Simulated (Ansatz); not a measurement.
Input:

BW2:
Space group I4/mcm (No. 140); a = 5.5600 Å, b = 5.5600 Å, c = 4.7594 Å, α = 90.00°, β = 90.00°, γ = 90.00°

```tsv
atom	site	symmetry	x	y	z
B	4a	422	0.0000	0.0000	0.2500
W	8h	m.2m	0.1699	0.3301	0.0000
```
(The calculation used a cell of 6 atoms; values per cell refer to that cell.)

This is the r²SCAN-relaxed structure.

Question: All from plane-wave PAW r²SCAN (Ansatz code), unless another level is named. Give the electronic character.

Answer: metallic (no gap).

Question: And the density of states at the Fermi level?

Answer: 0.53 states/eV per atom (mean over ±0.08 eV).

Question: Next, the formation energy from the elements (no fitted shifts)?

Answer: -0.27 eV/atom.

The workflow started from a Materials Project entry (that database holds measured and hypothetical structures alike); the Crystallography Open Database files this formula in space group No. 140, but the cells were not matched. Whether it is the stable phase at ambient conditions was not checked. Symmetry was held in the r²SCAN relaxation; its stability against distortions is not shown here. The run is not spin-polarised. The references are the lowest solids computed at this level, not always the standard phases. Scalar-relativistic: spin–orbit coupling is off unless named, which matters more the heavier the elements.

Potentials: the later of the program's two PAW sets.
